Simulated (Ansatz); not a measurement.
GaSb:
```cif
data_Ga2Sb2
_chemical_formula_sum 'Ga2 Sb2'
_space_group_name_H-M_alt 'P 1'
_space_group_IT_number 1
_cell_length_a 4.30550
_cell_length_b 4.30550
_cell_length_c 7.09968
_cell_angle_alpha 90.000
_cell_angle_beta 90.000
_cell_angle_gamma 120.000
loop_
_space_group_symop_operation_xyz
  'x, y, z'
loop_
_atom_site_label
_atom_site_type_symbol
_atom_site_fract_x
_atom_site_fract_y
_atom_site_fract_z
_atom_site_occupancy
Ga1 Ga 0.66667 0.33333 0.50046 1
Ga2 Ga 0.33333 0.66667 0.00046 1
Sb1 Sb 0.66667 0.33333 0.87444 1
Sb2 Sb 0.33333 0.66667 0.37444 1
```

Relaxed with PBEsol. DFT-PBEsol in the program Ansatz with PAW potentials gives no gap.

**Question.** What gap does HSE06 give on the same cell (Ansatz, PAW)?

**Answer.** 0.74 eV. The hybrid was solved on a coarser mesh and at special points; its gap is the smallest among all of these. On such a mesh it can open a false gap in a semimetal.

| k | v1 PBEsol | c1 PBEsol | v1 HSE06 | c1 HSE06 |
|---|---|---|---|---|
| Γ | 0.00 | 0.01 | 0.00 | 0.74 |
| A | -0.76 | 0.75 | … | … |
| K | -2.77 | 1.63 | … | … |
| H | -1.77 | 1.33 | … | … |
| M | -1.26 | 0.72 | -1.37 | 1.30 |
| L | -2.09 | 0.67 | … | … |

**Question.** Top valence (v1) and lowest conduction level (c1) in eV from each method's valence maximum (which need not be a listed point): supply the withheld HSE06 values.

**Answer.** 
- K, v1 HSE06: -3.00
- K, c1 HSE06: 2.20
- H, v1 HSE06: -1.91
- H, c1 HSE06: 1.99
- A, v1 HSE06: -0.82
- A, c1 HSE06: 1.45
- L, v1 HSE06: -2.27
- L, c1 HSE06: 1.27

Cost on shared cores: the PBEsol run (SCF on a 11×11×6 mesh, then bands and DOS) very roughly 80 core-seconds, the HSE06 run (SCF on 6×6×3, then a few points) roughly 2.8 core-minutes; the tasks are unlike.

Space group P6_3mc (wurtzite). The workflow started from a Materials Project entry (that database holds measured and hypothetical structures alike); the Crystallography Open Database copy checked does not list it. It is not the phase usual at ambient conditions (space group No. 216). The cell was relaxed with PBEsol under the symmetry of its start; of distortions, only those at the zone centre were tested. Scalar-relativistic: spin–orbit coupling is off unless named, which matters more the heavier the elements.

Potentials: the later of the program's two PAW sets.
